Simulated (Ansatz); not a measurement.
# Relaxing a structure of SiO$_{2}$

The start is a relaxed SiO2 cell deformed by the Cartesian strain tensor (xx, yy, zz, yz, xz, xy) = (0.057, -0.002, -0.113, -0.030, -0.019, -0.003). The cell and all atomic positions are relaxed at zero pressure with r2SCAN (plane waves to 500 eV, PAW, scalar-relativistic; Ansatz, a quantum-chemistry and plane-wave program). The first steps use a coarse 5×6×10 k-mesh.

Starting cell:
```
CELL_PARAMETERS angstrom
      4.42375    -0.01465    -0.08161
     -0.01465     4.17683    -0.12346
     -0.05204    -0.07873     2.36725
ATOMIC_POSITIONS crystal
  Si 0.50000 0.50000 0.50000
  Si 0.00000 0.00000 0.00000
  O  0.80610 0.80610 0.50000
  O  0.30610 0.69390 0.00000
  O  0.69390 0.30610 0.00000
  O  0.19390 0.19390 0.50000
```

Problem. Which atoms feel the largest initial force, and how large is it?

Solution. 1.16 eV/Å, on O3, O6 (atoms numbered as listed).

Problem. How much energy is released per atom?

Solution. 0.33 eV/atom.

Problem. How does the volume change?

Solution. +7.0 %, from 7.28 to 7.79 Å³/atom.

Problem. Does it find its way back to the structure it was made from?

Solution. The parent structure is recovered, P4₂/mnm (No. 136).

Problem. How do the shortest distances between atoms change?

Solution. The closest pairs of elements (up to four, under 3.6 Å), start → end: O–Si 1.61 → 1.76 Å; O–O 2.35 → 2.30 Å; Si–Si 2.37 → 2.67 Å.

Problem. What band gap does the relaxed structure have at this level?

Solution. 6.51 eV, direct at Γ (no spin-orbit coupling).

Relaxed structure:

```cif
data_O4Si2
_chemical_formula_sum 'Si2 O4'
_space_group_name_H-M_alt 'P42/mnm'
_space_group_IT_number 136
_space_group_name_Hall '-P 4n 2n'
_cell_length_a 4.18520
_cell_length_b 4.18520
_cell_length_c 2.66884
_cell_angle_alpha 90.000
_cell_angle_beta 90.000
_cell_angle_gamma 90.000
loop_
_atom_site_label
_atom_site_type_symbol
_atom_site_symmetry_multiplicity
_atom_site_Wyckoff_symbol
_atom_site_fract_x
_atom_site_fract_y
_atom_site_fract_z
_atom_site_occupancy
Si1 Si 2 a 0.00000 0.00000 0.00000 1
O1 O 4 g 0.19390 0.19390 0.50000 1
```

Final values are on a 8×8×12 k-mesh of the relaxed cell. No spin polarisation in the result.

The run could not lose the symmetry of its start.
